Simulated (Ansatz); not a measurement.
A relaxed cell of SrTa2O2 is given with its symmetry left out. The cell was found from a structure generator's guess, not taken from experiment.

Method: DFT PBE, scalar-relativistic, plane waves, PAW (Ansatz 0.2.0). Cutoff 420 eV, Γ-centred mesh, Gaussian smearing, no spin polarisation.

```xyz
5
Lattice="-3.0848 3.0848 2.8085 3.0848 -3.0848 2.8085 3.0848 3.0848 -2.8085" Properties=species:S:1:pos:R:3 pbc="T T T"
Sr    0.0000    0.0000    0.0000
Ta    0.0000    3.0848    0.0000
Ta    3.0848    0.0000    0.0000
O     0.0000    0.0000    3.4808
O     0.0000    0.0000    2.1361
```

Formation energies are uncorrected and refer to the elements' standard structures at the same level (O₂ as a molecule).

Q: What space group does it have?

A: I4/mmm (No. 139). Conventional cell: a = 6.170 Å, c = 5.617 Å. Around Sr lie 2 O at 2.14 Å and 4 Ta at 3.08 Å; around Ta lie 2 Ta at 2.81 Å, 2 Sr at 3.08 Å and 4 O at 3.16 Å; O is surrounded by 1 O at 1.34 Å, 1 Sr at 2.14 Å and 4 Ta at 3.16 Å.

Q: What is its formation energy per atom?

A: +1.38 eV/atom. A positive value: parting into the elements would lower its energy.

Q: Is it a metal?

A: Yes, bands cross the Fermi level on the 10×10×10 mesh.

The last run used a 10×10×10 mesh for its 5-atom cell and Gaussian smearing of 0.10 eV. Spin–orbit coupling, which can matter for Ta, is left out. Symmetry constrained the relaxation, so the result can be a saddle point. Another cell of SrTa2O2 relaxed alike, in P6/mmm, lies 2.80 eV/atom lower, so this cell isn't the stable form at this level.
